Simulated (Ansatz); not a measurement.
The cell below belongs to a search over invented structures; it isn't taken from experiment.

Input and command of a plane-wave DFT calculation in Ansatz:

```yaml
crystal:
  lattice:
    - [4.2232190878, 0.0, 0.0]
    - [-2.1116095439, 3.6574150158, 0.0]
    - [0.0, 0.0, 10.5867036254]
  atoms:
    - { symbol: Zr, position: [0.3333333333, 0.6666666667, 0.1461532834] }
    - { symbol: Zr, position: [0.6666666667, 0.3333333333, 0.8538467166] }
    - { symbol: Te, position: [0.3333333333, 0.6666666667, 0.6874747312] }
    - { symbol: Te, position: [0.6666666667, 0.3333333333, 0.3125252688] }
    - { symbol: Te, position: [0.0, 0.0, 0.0] }
    - { symbol: Pd, position: [0.6666666667, 0.3333333333, 0.5768544124] }
    - { symbol: Pd, position: [0.3333333333, 0.6666666667, 0.4231455876] }
basis:
  ecutwfc: 420
kpoints:
  mp_grid: { grid: [12, 12, 4] }
hamiltonian:
  xc: pbe
scf:
  occupations: { method: gaussian, width: 0.1 }
output:
  forces: true
  stress: true
  eigenvalues: true
relax:
  adjacent_minimum: "off"
  f_tol: 0.01
  max_steps: 80
  cell: { stress_tol: 0.05 }
```

```bash
ansatz run input.yaml --threads 1 --pin off --max-ram 2560MiB --backend cpu --events-out ev --progress --plain --runs-dir out
```

Processor: Intel(R) Xeon(R) Processor @ 2.70GHz, 1 thread, on a host shared with other jobs.

**Question.** Estimate time, memory and problem size.

**Answer.** About 3.9 min, peak memory 0.82 GiB. It solves 65 bands at 69 k points (after reduction by symmetry) with about 3197 plane waves (on the last cell), in 34 SCF iterations over 5 ionic steps.
